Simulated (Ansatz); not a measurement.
GaN:
```
CELL_PARAMETERS angstrom
      3.18260     0.00000     0.00000
     -1.59130     2.75621     0.00000
      0.00000     0.00000     5.18538
ATOMIC_POSITIONS crystal
  Ga 0.66667 0.33333 0.00091
  Ga 0.33333 0.66667 0.50091
  N  0.66667 0.33333 0.62429
  N  0.33333 0.66667 0.12429
```

Relaxed with PBEsol. Special points in fractions of this cell's reciprocal vectors: Γ (0.000, 0.000, 0.000); M (0.500, 0.000, 0.000); K (0.333, 0.333, 0.000); A (0.000, 0.000, 0.500); L (0.500, 0.000, 0.500); H (0.333, 0.333, 0.500).

Q: List the band energies nearest the valence-band maximum at these points for the program Ansatz at the PBEsol level (PAW).

A: In eV from the valence-band maximum; about four levels below and three above (degenerate sets whole), none deeper than 8.9 eV; points with the same levels are listed once.

```csv
k,below,above
Γ,-1.05 -1.05 -0.04 0.00 0.00,1.88 4.20 9.11
M,-4.27 -2.78 -2.25 -1.01,4.94 5.50 5.94
K,-5.38 -3.03 -3.03 -2.77,5.00 7.79 7.79
A,-0.54 -0.54 -0.54 -0.54,4.21 4.21 8.38 8.38
L,-1.97 -1.97 -1.92 -1.92,4.30 4.30 7.70 7.70
H,-4.27 -4.27 -1.50 -1.50,6.34 6.34 7.20 7.20
```

Space group P6_3mc (wurtzite). The cell was relaxed with PBEsol under the symmetry of its start. Spin–orbit coupling is left out wherever it is not named.

Potentials: the later of the program's two PAW sets.
